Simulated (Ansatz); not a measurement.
# OsSb in the rocksalt structure

Level of theory: DFT, PBE, scalar-relativistic, no spin polarisation; plane waves to 420 eV with PAW datasets (Ansatz 0.2.0), 12×12×12 k-mesh, Gaussian smearing of 0.05 eV; PAW files: Ansatz's generated set soft_2.

```yaml
crystal:
  lattice:
    - [0.00000, 2.71362, 2.71362]
    - [2.71362, 0.00000, 2.71362]
    - [2.71362, 2.71362, 0.00000]
  atoms:
    - { symbol: Os, position: [0.50000, 0.50000, 0.50000] }
    - { symbol: Sb, position: [0.00000, 0.00000, 0.00000] }
```

The start was a prototype's sites filled with these elements, not a measured cell.

The cell above was scaled in volume, its shape and atoms being fixed by the lattice's symmetry. Energies are counted from the cell above.

The cell is relaxed to zero pressure at this level.

```tsv
V (Å³/atom)	ΔE (meV/atom)	P (GPa)
18.88	30.6	9.6
19.18	15.5	6.7
19.58	3.5	3.1
19.98	0.0	-0.1
20.38	4.0	-2.9
20.78	14.6	-5.5
21.38	41.4	-8.7
21.98	79.3	-11.4
```

What do the points give for the equilibrium volume, the bulk modulus and its pressure derivative (third-order Birch–Murnaghan)?

V0 = 19.96 Å³/atom, B0 = 151 GPa, B0′ = 4.9.

B0·V0 = 150.7 GPa × 19.96 Å³ = 18.78 eV/atom sets the scale: near the minimum ΔE ≈ ½ B0 V0 x², with x = V/V0 − 1, and a pressure of 1.5 GPa squeezes the volume by about 1 %. At the ends of the curve: x = −5.4 % predicts 27.4 meV/atom and the run gives 30.6; x = +10.1 % predicts 96.0 meV/atom and the run gives 79.3. The curve is steeper than the parabola on the compressed side and flatter on the expanded side: the bulk modulus rises with pressure.

Scalar-relativistic only: spin–orbit splittings of the heavy atoms' levels are missing. The cell is a metal with an odd number of electrons, and spin polarisation wasn't tried.
